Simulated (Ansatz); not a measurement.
Co (hcp, Mg type)

```xyz
2
Lattice="2.4939 0.0000 0.0000 -1.2470 2.1598 0.0000 0.0000 0.0000 4.0318" Properties=species:S:1:pos:R:3 pbc="T T T"
Co     0.0000     1.4399     3.0239
Co     1.2470     0.7199     1.0080
```

The relaxed cell is deformed in two ways at once: its volume V is scaled, and at that volume it is stretched along z (the c axis of the conventional cell) so that c/a changes. Fractional atomic positions are held.

All values below come from PBE (plane waves to 420 eV, PAW, scalar-relativistic; Ansatz, a program for electronic structure). k mesh 21×21×12 (Γ-centred), Fermi-Dirac smearing 0.05 eV. E stands for the smeared free energy. With partly filled bands, the response to shear is sensitive to the k mesh, so small differences along c/a are uncertain. Co was relaxed with its symmetry unable to fall. Relaxed Co ends ferromagnetic. The magnetic order is the one the run started from; other orders were not tried. The zero of ΔE is the relaxed starting cell.

### Question
Estimate the ΔE (meV/atom) for all points of the grid V/V₀ = 0.960, 0.973, 0.987, 1.000, 1.013, 1.027, 1.040 by (c/a)/(c/a)₀ = 0.920, 0.947, 0.973, 1.000, 1.027, 1.053, 1.080.

### Answer
ΔE (meV/atom), with V/V₀ across and (c/a)/(c/a)₀ down:

```
(c/a)/(c/a)₀ \ V/V₀  0.960  0.973  0.987  1.000  1.013  1.027  1.040
-------------------  -----  -----  -----  -----  -----  -----  -----
0.920                   62     54     48     45     45     47     52
0.947                   34     27     22     20     20     23     29
0.973                   18     11      6      5      6      9     15
1.000                   12      5      1      0      1      5     11
1.027                   17     10      6      5      6      9     15
1.053                   32     24     20     18     18     21     26
1.080                   56     47     42     39     39     41     46
```

(A scan under strain: stresses follow from slopes of the energy per volume, elastic moduli from its curvatures.)
